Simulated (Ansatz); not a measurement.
## Calculated with Ansatz: Rb2MnS2, settings compared

Input:

```yaml
crystal:
  lattice:
    - [0.0, 0.0, 6.50992327]
    - [7.28034041, 0.0, 0.0]
    - [3.64017071, 6.78867936, -3.25496163]
  atoms:
    - { symbol: Rb, position: [0.14753, 0.19177, 0.29506] }
    - { symbol: Rb, position: [0.85247, 0.80823, 0.70494] }
    - { symbol: Rb, position: [0.35247, 0.48683, 0.70494] }
    - { symbol: Rb, position: [0.64753, 0.51317, 0.29506] }
    - { symbol: S, position: [0.89752, 0.29268, 0.79504] }
    - { symbol: S, position: [0.10248, 0.70732, 0.20496] }
    - { symbol: S, position: [0.60248, 0.08772, 0.20496] }
    - { symbol: S, position: [0.39752, 0.91228, 0.79504] }
    - { symbol: Mn, position: [0.25, 0.0, 0.0] }
    - { symbol: Mn, position: [0.75, 0.0, 0.0] }
  symmetry: { tolerance: 0.0003 }
kpoints:
  mp_grid: { grid: [3, 3, 3], shift: [0, 0, 0] }
magnetization:
  spin_polarized: false
scf:
  occupations: { method: fermi_dirac }
hamiltonian:
  pseudopotentials: { kind: paw }
  xc: pbesol
basis:
  ecutwfc: 420
output:
  forces: true
  stress: true
  eigenvalues: true
```

The command:

```bash
ansatz run input.yaml --threads 1 --pin off --max-ram 2560MiB --backend cpu --events-out ev --progress --plain --runs-dir out
```

Origin of the cell: a known structure type with other elements, at an estimated volume, so it need not be a known compound.

The smearing width isn't typed, so it takes its default of 0.1 eV.

Output of this run (shortened):

```
Warning: crystal.lattice misses the space group found at crystal.symmetry.tolerance 3.0e-4 in a digit that the deck types, which is why this is a warning: making the lattice exact moves one o […]
Pseudopotentials: kind: paw
Pseudopotential: Rb, paw, valence charge 9, recommended cutoff 420 eV (normal), Rb.paw.azcp
Pseudopotential: S, paw, valence charge 6, recommended cutoff 420 eV (normal), S.paw.azcp
Pseudopotential: Mn, paw, valence charge 15, recommended cutoff 420 eV (normal), Mn.paw.azcp
Functional definition: PBEsol
  exchange = pbesol_x
  correlation = pbesol_c
Crystal: 10 atoms, lattice volume = 321.746 Å³
Basis set: ecut = 420 eV, 6217 PW (Γ), exchange–correlation on 90×100×120 points (8 copies of the dense FFT grid, shifted against one another)
Bands: 55, of which v1, the nominal top of the filled ones, is band 45 counted from 1 (44 counted from 0)
Symmetry: 8 space group operations
Space group: Ibam (ITA 72), of the structure as read, at distance tolerance 2.1e-3 Å
k-points: 8 of 27
[… 9 lines left out …]
Initial density: superposition of atomic densities (neutral atoms: chi_scale 0, normalization atom), corrected by the library's trained network
Functional: x = pbesol(κ = 0.804, μ = 0.123457), c = pbesol(β = 0.046)
SCF iter   1: F=—  HF=-24149.083693 eV  Δρ=5.15e-3  dr2=7.83e-2
SCF iter   2: F=—  HF=-24149.070975 eV  Δρ=3.40e-3  dr2=1.81e-2
SCF iter   3: F=—  HF=-24149.071194 eV  Δρ=4.32e-3  dr2=2.42e-2
SCF iter   4: F=—  HF=-24149.068094 eV  Δρ=1.99e-3  dr2=9.34e-3
SCF iter   5: F=—  HF=-24149.067130 eV  Δρ=1.00e-3  dr2=2.99e-3
SCF iter   6: F=—  HF=-24149.066897 eV  Δρ=4.71e-4  dr2=5.90e-4
SCF iter   7: F=—  HF=-24149.066859 eV  Δρ=2.89e-4  dr2=1.32e-4
SCF iter   8: F=—  HF=-24149.066840 eV  Δρ=5.84e-5  dr2=8.66e-6
SCF iter   9: F=—  HF=-24149.066848 eV  Δρ=1.17e-5  dr2=3.37e-7
SCF iter  10: F=-24149.066848 eV  HF=-24149.066848 eV  Δρ=3.16e-6  dr2=2.59e-8
SCF 1 converged in 10 iterations: F = -24149.066848 eV  dr2 = 2.59e-8
SCF converged after 10 iterations
Free energy (F): -24149.066848 eV
Harris-Foulkes:  -24149.066848 eV  (|F-HF|=1.09e-8)
Internal energy: -24148.567814 eV  (E = F + TS)
E sigma→0 (E₀):  -24148.817331 eV
Entropy (-TS):   -0.499033 eV (-49.903 meV/atom)
Fermi energy:    5.304416 eV
--- Per-component energies (eV) ---
  E_band       = -1091.268807
  E_kinetic    = 1792.384170
  E_local      = -9800.431603  (includes V_loc(G=0)·N_el)
  E_nonlocal   = 1306.773916
  E_hartree    = 3779.444728
  E_xc         = -1117.459332
  E_vxc        = -1171.822237  (∫ρ·V_xc dr)
  E_paw        = -15158.797124  (= ΣΔE_a)
  E_vpaw       = -777.072921  (= ΣTr[D̂ρ^β])
  E_aug_tail   = -0.000018  (compensation charges beyond the density's cutoff)
  E_ewald      = -4951.564333
  E_core_change = 1.081781  (= ΣΔE_core)
  E_smearing   = -0.499033  (= −TS)
  Σ components = -24149.066848   (vs F -24149.066848, Δ=0.00e0)
--- Forces (eV/Å), atoms counted from 1 ---
  atom   1  Rb    -0.127595    -0.120464    -0.000000
  atom   2  Rb     0.127595     0.120464     0.000000
[… 3 lines left out …]
  atom   6  S      1.596232    -1.642645    -0.000000
  atom   7  S     -1.596232    -1.642645    -0.000000
  atom   8  S      1.596232     1.642645     0.000000
  atom   9  Mn     0.000000     0.000000    -0.000000
  atom  10  Mn    -0.000000    -0.000000     0.000000
  max |Σ_I F_I| component: 4.44e-16 eV/Å
--- Stress (GPa, compression-positive) ---
       -6.033754      -0.000000      -0.000000
       -0.000000      -6.351649       0.000000
       -0.000000       0.000000      -9.869104
  P = ⅓ Tr σ = -7.4182 GPa (-74.182 kbar)
```

The same input was run again with these changes:

1. `scf.convergence.dr2_threshold` default → 1.0e-11
2. `kpoints.mp_grid.grid` [3, 3, 3] → [4, 4, 4]
3. `hamiltonian.pseudopotentials` { kind: paw } → { kind: nc }; `scf.lower_state_search` default → standard
4. `accuracy` default → low

```
 run        end  SCF iterations  P (GPa)  max force component (eV/Å)  moment (μB)  ΔE(σ→0) (meV/atom)
base  converged              10    -7.42                       1.643            –                   0
   1  converged              14    -7.42                       1.643            –                0.00
   2  converged              10    -7.42                       1.642            –                0.17
   3  converged              15    -8.30                       2.321            –                   –
   4  converged              10    -7.42                       1.643            –                0.00
```

Energies are compared only where functional, datasets, charge and starting cell are the same.

Caveats of the base run: no spin polarisation, so a magnetic state may lie lower; the k mesh is coarse if the cell is a metal.

Run 3: the cutoff lies below the datasets' advice.

Time of the base run: 11 s on 1 thread of Arm Neoverse V1, with other jobs on the host, peak memory 0.54 GiB, from the program's own first density.
